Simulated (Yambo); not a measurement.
BSE-type run in Yambo on Ca3CdO4 (space group Cmmm, No. 65), at zero momentum.

Quantum ESPRESSO step (PBEsol, PseudoDojo standard norm-conserving files, scalar-relativistic):
```
&CONTROL
  calculation = 'nscf'
  pseudo_dir = './pseudo'
  outdir = './out'
/
&SYSTEM
  ibrav = 0
  nat = 8
  ntyp = 3
  ecutwfc = 102.0
  ecutrho = 408.0
  occupations = 'fixed'
  force_symmorphic = .true.
  nbnd = 81
/
&ELECTRONS
  conv_thr = 8e-09
  diago_full_acc = .true.
  diago_thr_init = 1e-08
/
ATOMIC_SPECIES
O 15.9990 O.upf
Ca 40.0780 Ca.upf
Cd 112.4140 Cd.upf
CELL_PARAMETERS angstrom
  3.367200000000  -4.779205000000   0.000000000000
  3.367200000000   4.779205000000   0.000000000000
  0.000000000000   0.000000000000   3.392310000000
ATOMIC_POSITIONS crystal
O   0.252600000000   0.747400000000   0.000000000000
O   0.747400000000   0.252600000000   0.000000000000
O   0.252710000000   0.252710000000   0.500000000000
O   0.747290000000   0.747290000000   0.500000000000
Ca   0.500000000000   0.500000000000   0.000000000000
Ca   0.500000000000   0.000000000000   0.500000000000
Ca   0.000000000000   0.500000000000   0.500000000000
Cd   0.000000000000   0.000000000000   0.000000000000
K_POINTS automatic
4 4 6 0 0 0
```

Yambo input:
```
rim_cut
optics
bse
bss
dipoles
em1s
RandQpts= 1000000
RandGvec= 1 Ry
FFTGvecs= 40 Ry
Chimod= "HARTREE"
BSKmod= "SEX"
BSEmod= "resonant"
BSSmod= "hs"
BSENGexx= 15 Ry
BSENGBlk= 3 Ry
% KfnQP_E
 1.597 | 1.0 | 1.0 |
%
% BSEQptR
 1 | 1 |
%
% BSEBands
 26 | 44 |
%
% BEnRange
 0.0 | 9.6 | eV
%
% BDmRange
 0.15 | 0.15 | eV
%
BEnSteps= 192
% BLongDir
 0.0 | 0.0 | 1.0 |
%
BSHayTrs= -0.02
BSSNEig= 24
WRbsWF
% BndsRnXs
 5 | 77 |
%
NGsBlkXs= 3 Ry
% LongDrXs
 1.0 | 1.0 | 1.0 |
%
```

From the report:

The dimension is k points × valence × conduction bands = 96 × 12 × 7 = 8064.
```
  [SLEPC] Approach                          : Krylov-Schur
  [SLEPC] Number of requested eigenvalues   :  24
  [SLEPC] Number of eigenvalues        [NEV]:  24
   [K] Dimension                                    :   8064
   [K] Bands                                        :   26   44
   [K] Exchange res                                 : yes
   [K] Correlation res                              : yes
   [K] W interaction is bare                        : no
   [K] RL vectors exchange                          :   721
   [K] RL vectors correlation                       :   69
   [W] Matrix size                                  :   69
   [W] Bands                                        :    5   77
   [W] Coulomb Cutoff                               : none
   [W] Hxc Kernel                                   : HARTREE
```

Spin-orbit coupling is not included.

Geometry of the Materials Project entry, not relaxed at this level.

The structure is a Materials Project entry; no match was found in the copy of COD used, and its stability was not checked.
